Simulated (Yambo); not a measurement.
G0W0@LDA for Cs2KScF6 (space group Fm-3m, No. 225) in Yambo (2×2×2 mesh, 8 Ry block, plasmon pole, screening fixed), without a terminator:

| bands N in G | gap Γ → Γ (eV) | shift of the valence edge (eV) |
|---|---|---|
| 141 | 9.856 | -1.654 |
| 241 | 9.895 | -1.870 |
| 377 | 9.961 | -2.003 |

Problem. Extrapolate both columns to infinite N with E(N) = E∞ + A/N, test the form, and compare with the terminator.

Solution. From two points, E∞ = (N2 E2 − N1 E1)/(N2 − N1). The two largest N give 10.08 eV for the gap and -2.24 eV for the shift; the two smallest give 9.95 eV and -2.17 eV. For the gap the slopes A are -13 and -44 eV: the form isn't reached, and its limit is uncertain. For the shift the slopes A are 73 and 89 eV: the form isn't reached, and its limit is uncertain. With the Bruneval-Gonze terminator and 377 bands the run gives 10.07 eV and -2.18 eV, 0.01 eV and 0.06 eV from the extrapolated values: the terminator too is an estimate of the remainder. Block, mesh and the bands in W are held fixed.

Geometry of the Materials Project entry, not relaxed at this level; primitive cell a = 6.597 Å, b = 6.597 Å, c = 6.597 Å, α = 60.00°, β = 60.00°, γ = 60.00°.

The structure is a Materials Project entry; no match was found in the copy of COD used, and its stability was not checked.

A shift is the quasiparticle energy of the state minus its LDA energy.
